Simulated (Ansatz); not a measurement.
Stationary points along a deformation path in Ge

Theory: DFT PBEsol, scalar-relativistic, plane waves, PAW (Ansatz). Cutoff 420 eV, Γ-centred 16×16×16 k-points, Gaussian smearing of 0.15 eV. No spin polarisation. Energies are free energies at this smearing, counted from the undisturbed cell; pressure is positive in compression.

Zero of the scan (as given, not relaxed at this level; it stands at 0.7 GPa):

```yaml
crystal:
  lattice:
    - [0.00000, 2.82877, 2.82877]
    - [2.82877, 0.00000, 2.82877]
    - [2.82877, 2.82877, 0.00000]
  atoms:
    - { symbol: Ge, position: [0.50000, 0.50000, 0.50000] }
    - { symbol: Ge, position: [0.75000, 0.75000, 0.75000] }
```

At fixed volume and fractional coordinates, lengths along (0.577, 0.577, 0.577) are scaled against those across it; ρ is that ratio over its starting value. V = 22.636 Å³/atom. Δσ is the stress along the axis less the mean stress across it (compression positive).

| ρ | ΔE (meV/atom) | Δσ (GPa) | space group |
| --- | --- | --- | --- |
| 0.500 | 6498.4 | 262.71 | R-3m |
| 0.600 | 3049.9 | 148.38 | R-3m |
| 0.710 | 1226.2 | 85.59 | R-3m |
| 0.850 | 238.4 | 33.33 | R-3m |
| 0.930 | 44.1 | 13.32 | R-3m |
| 1.000 | 0.0 | 0.00 | Fd-3m |
| 1.080 | 43.6 | -11.63 | R-3m |
| 1.200 | 218.8 | -22.23 | R-3m |
| 1.410 | 590.8 | -25.18 | R-3m |
| 1.700 | 1017.1 | -21.52 | R-3m |
| 2.000 | 1291.5 | -13.28 | R-3m |

Question: How does the stress give the slope of the energy, and where is the energy stationary?

Answer: Along the path d ln(length) is 2/3 d ln ρ on the axis and −1/3 d ln ρ across it, so dE/d ln ρ = −(2/3) V Δσ: the energy falls with ρ where Δσ is positive. Δσ vanishes or changes sign at ρ = 1.000 (Fd-3m), a minimum at 0.0 meV/atom. Pairs of stationary points between two samples would go unseen, and could change a minimum read from distant neighbours into a maximum. At ρ = 1.000 the cell is cubic, where symmetry alone makes the stress isotropic and the slope zero.

Question: Which shear constant sets the curvature at ρ = 1?

Answer: For a cubic crystal E/V = (2/3) C (ln ρ)² with C = C44, so Δσ = −2C ln ρ. The parabola of Δσ against ln ρ through ρ = 0.930, 1 and 1.080 gives C ≈ 84 GPa with the ions clamped, rough because the steps are large. It is the stress–strain coefficient at this cell's pressure of 0.7 GPa, not the zero-pressure constant.

Forces appear on the atoms along this scan, and letting them relax would lower the energy and soften the response. In a metal these slopes depend on the k mesh and the smearing.